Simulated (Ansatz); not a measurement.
**ZrSi₂O₆: phonons across the zone**

Method: DFT PBE, scalar-relativistic, plane waves, PAW in Ansatz 0.2.0. Plane waves to 420 eV; Γ-centred k mesh 6×6×4; fixed occupations. No spin polarisation. Phonons by linear response, acoustic sum rule imposed.

Relaxed structure:
```yaml
crystal:
  lattice:
    - [4.98644, -2.50099, -0.00171]
    - [4.98644, 2.50099, -0.00171]
    - [-0.18417, 0.00000, 5.89098]
  atoms:
    - { symbol: Zr, position: [0.54340, 0.45660, 0.50000] }
    - { symbol: Si, position: [0.98609, 0.52003, 0.15474] }
    - { symbol: Si, position: [0.47997, 0.01391, 0.84526] }
    - { symbol: O, position: [0.87651, 0.37061, 0.31638] }
    - { symbol: O, position: [0.15300, 0.30778, 0.92994] }
    - { symbol: O, position: [0.62939, 0.12349, 0.68362] }
    - { symbol: O, position: [0.20869, 0.56901, 0.29675] }
    - { symbol: O, position: [0.69222, 0.84700, 0.07006] }
    - { symbol: O, position: [0.43099, 0.79131, 0.70325] }
```

The cell was found from a structure generator's guess, not taken from experiment. The q mesh is coarse, so values between its points are rough.

Force constants from linear response on a 2×2×1 q mesh.

Path: Γ–C | C2–Y2–Γ–M2–D | D2–A–Γ | L2–Γ–V2. Only the points of the 2×2×1 mesh were computed; the rest is interpolation, which is rough on so few points. On the mesh no mode is imaginary. Distance along the path (Å⁻¹), then the branches (cm⁻¹, negative for imaginary; the LO field is included):
```
0.000  0 0 0 70 110 179 190 204 237 250 333 338 342 369 397 451 528 582 586 643 744 879 902 909 1042 1053 1103
0.197  17 30 50 81 107 167 201 213 238 247 330 342 346 371 396 445 515 584 586 648 743 880 903 910 1040 1055 1101
0.393  40 61 76 102 103 161 191 229 241 261 324 342 352 377 394 434 488 581 592 666 733 884 908 911 1038 1061 1095
0.590  50 78 98 107 128 169 179 205 241 302 310 335 353 379 392 438 466 577 594 694 710 887 912 918 1040 1065 1084
0.786  60 78 111 131 145 170 173 186 234 282 323 325 350 378 393 459 462 572 592 679 722 889 908 938 1053 1061 1072
0.845  63 79 111 137 145 169 172 188 228 274 323 323 351 377 393 457 472 571 590 670 729 890 906 946 1057 1057 1070
0.962  66 80 110 137 144 166 177 192 214 267 319 320 355 377 393 450 493 569 587 657 740 890 901 962 1047 1056 1078
1.080  58 78 112 133 140 166 182 195 202 269 315 316 360 378 392 439 512 567 582 651 746 889 897 977 1034 1052 1090
1.197  45 75 116 133 133 168 184 196 198 271 312 315 363 380 390 429 524 566 578 650 748 889 894 988 1023 1050 1098
1.335  42 70 116 127 132 169 184 196 200 272 311 317 364 381 389 427 526 566 578 650 748 889 894 990 1022 1050 1098
1.492  22 52 99 108 132 167 183 203 213 268 313 326 366 384 388 426 527 564 580 644 747 888 894 990 1027 1051 1096
1.650  -33 40 63 89 122 172 184 207 226 262 321 333 367 383 393 425 529 561 584 637 746 888 894 990 1036 1052 1090
1.808  -23 16 26 73 112 178 188 206 240 252 330 336 364 383 396 425 530 559 586 631 746 887 894 991 1045 1052 1084
1.887  0 0 0 70 110 178 189 205 242 245 334 335 355 396 400 425 528 559 586 630 745 887 902 991 1018 1046 1103
2.090  -30 24 51 80 117 180 184 198 222 265 332 334 354 390 396 428 531 562 585 632 745 887 903 991 1018 1045 1101
2.293  -38 -8 87 104 138 166 178 192 220 269 323 336 354 379 389 431 537 562 598 634 746 889 908 990 1015 1045 1092
2.496  -86 -34 105 135 150 167 173 196 219 267 305 332 354 371 390 432 543 559 616 633 746 892 918 990 1010 1044 1081
2.699  -109 -41 121 137 138 174 194 201 217 258 295 330 350 374 390 432 548 555 627 629 746 894 927 990 1006 1041 1077
2.819  -108 -16 120 137 141 169 196 201 218 257 297 330 350 374 392 432 538 555 627 633 749 895 926 980 1008 1047 1076
2.938  -105 54 116 135 150 161 198 201 220 253 303 329 350 374 395 435 513 557 620 650 753 900 926 961 1010 1057 1072
3.058  -100 76 108 136 145 163 201 204 222 252 312 326 350 375 396 439 484 560 610 674 752 905 928 940 1012 1066 1069
3.178  -92 86 99 136 140 160 200 209 223 263 319 325 351 379 394 446 455 565 598 700 741 906 922 933 1015 1068 1070
3.275  -81 88 95 130 144 153 196 206 222 281 311 338 350 384 390 437 452 569 589 719 727 904 911 939 1019 1068 1070
3.469  -52 78 99 116 146 147 179 199 219 295 313 345 364 379 387 425 471 572 577 688 746 897 898 953 1032 1067 1068
3.664  -34 59 101 103 139 150 160 194 220 279 336 348 367 380 387 432 499 562 582 651 754 890 890 969 1031 1059 1083
3.858  -40 43 57 98 138 156 160 187 230 265 348 354 362 382 397 430 526 556 584 628 748 885 888 987 1020 1041 1110
4.022  -44 39 46 96 137 154 167 186 231 263 349 354 361 382 401 428 530 556 584 625 747 884 888 991 1017 1038 1114
4.155  -37 31 42 90 125 160 176 196 228 262 344 350 359 386 400 427 531 557 585 626 748 884 888 991 1012 1041 1116
4.289  -27 20 31 80 114 171 181 210 224 257 338 345 354 392 400 425 532 558 586 628 749 885 888 991 1005 1044 1118
4.422  -16 7 17 72 110 178 187 209 233 248 335 339 352 396 399 425 533 559 586 630 750 886 887 991 1001 1046 1119
4.489  -44 67 83 120 141 169 190 198 229 292 305 342 351 380 390 430 460 578 581 711 734 887 920 941 1023 1061 1079
4.708  -24 52 90 116 142 167 185 201 222 286 313 342 360 374 390 431 473 572 585 685 746 887 914 942 1028 1060 1081
4.927  -12 48 80 102 129 160 186 208 226 267 323 354 356 372 390 437 500 569 588 652 749 886 905 944 1034 1056 1091
5.146  -15 32 48 83 111 168 200 204 224 258 331 343 354 376 396 441 521 570 586 636 746 886 901 943 1034 1050 1103
5.365  0 0 0 70 110 178 190 205 238 247 334 337 349 380 397 442 528 570 586 635 746 885 900 941 1034 1047 1108
5.453  -10 13 26 73 110 175 195 204 238 249 333 336 350 370 397 446 526 577 586 639 745 883 898 929 1042 1053 1100
5.628  17 36 63 90 111 163 198 219 237 247 330 337 353 373 395 442 512 578 587 646 742 883 900 929 1042 1056 1096
5.804  34 51 83 105 126 156 197 217 239 262 325 339 352 377 393 438 493 573 591 663 733 885 904 928 1042 1062 1089
5.980  42 60 84 122 142 157 190 210 234 290 319 340 346 378 395 433 481 569 593 689 715 886 909 924 1041 1069 1082
```
